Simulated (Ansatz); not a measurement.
## ZrAu: strain energy, fitted

ZrAu, P4/mmm, a = 3.092 Å, c = 4.077 Å. The structure is a Materials Project entry; whether it is the stable form wasn't checked. Ansatz: r2SCAN, PAW, 500 eV, Γ-centred 14×14×10 mesh on 2 atoms, Gaussian smearing 0.10 eV; no spin polarisation. Series: biaxial strain in the a-b plane, c and atoms relaxed; x is the strain in per cent. y is the free energy over the unstrained cell, V0 = 19.491 Å³/atom.

| x (%) | y (meV/atom) |
| --- | --- |
| -4.5 | 33.81 |
| -3.0 | 14.96 |
| -1.5 | 4.35 |
| 0.0 | 0.00 |
| 1.5 | 2.59 |
| 3.0 | ? |
| 4.5 | 17.75 |

Question: Fit y = c2 x² + c3 x³ to the other rows, turn c2 into a modulus, and predict the missing energy.

Answer: Least squares on the rows shown. y = 1.2867 x² − 0.089903 x³. In eV per unit strain² c2 is 12.87; M is the biaxial modulus (E = M V0 ε²): 12.87 × 160.2 / (19.491) = 106 GPa. The unstrained cell keeps some stress along the strain, worth a slope of -0.33 meV/atom per %, which the form leaves out. With a term in x⁴ added, the coefficient of x² becomes 1.517, 18 % more, which shows how far this figure hangs on the form. At x = 3.0 the fit asked for gives 9.15 meV/atom. The run gave 9.48 meV/atom, so the fit is 0.33 meV/atom too low, within the rms miss on the fitted rows (0.70 meV/atom).

Spin–orbit coupling is left out, which can shift energies with elements as heavy as these.